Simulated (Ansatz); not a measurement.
Relaxed-ion elastic tensor of CdS in space group P6_3mc (No. 186; Pearson symbol hP12) in GPa (Voigt order), the program Ansatz at the PBE level (PAW); density 4.61 g/cm³, 26.03 Å³ per atom.

```tsv
	1	2	3	4	5	6
1	78.5	44.9	36.5	0.0	0.0	0.0
2	44.9	78.5	36.5	0.0	0.0	0.0
3	36.5	36.5	87.2	0.0	0.0	0.0
4	0.0	0.0	0.0	15.1	0.0	0.0
5	0.0	0.0	0.0	0.0	15.1	0.0
6	0.0	0.0	0.0	0.0	0.0	16.8
```

Task: Is the crystal mechanically stable?

Result: Yes: the smallest eigenvalue of C is 15.1 GPa.

Task: Work out the Voigt, Reuss and Hill averages.

Result: K_V = 53.3, K_R = 53.3, K_H = 53.3; G_V = 17.8, G_R = 17.2, G_H = 17.5 GPa.

Task: Give Young's modulus, Poisson's ratio, Pugh's ratio and the universal anisotropy index.

Result: E = 9KG/(3K + G) = 47.3 GPa; ν = 0.35; K/G = 3.05 (ductile by the Pugh limit of 1.75); A_U = 5G_V/G_R + K_V/K_R − 6 = 0.19.

Task: Estimate the sound speeds and the Debye temperature.

Result: v_l = √((K + 4G/3)/ρ) = 4080 m/s, v_t = √(G/ρ) = 1950 m/s, mean 2190 m/s; Θ = (h/k)(3n/4πV)^(1/3) v_m = 220 K.

Task: Solve the Christoffel equation for the three sound speeds along x, y, z.

Result: Eigenvalues of C_ijkl n_j n_l equal ρv² (piezoelectric stiffening left out). In km/s, slowest first: x 1.81, 1.91, 4.13; y 1.81, 1.91, 4.13; z 1.81, 1.81, 4.35.

Task: How much does each axis shrink under pressure?

Result: Linear compressibilities β_i = Σ_j S_ij (j = 1 to 3): x 6.3, y 6.3, z 6.2 per TPa.

The cell is a constructed one: a structure type filled with these elements. Its sites differ from those of the usual phase in this space group: another stacking or structure type. The cell was relaxed with PBE under the symmetry of its start; whether a distortion lowers the energy is not shown.

Potentials: the later of the program's two PAW sets.
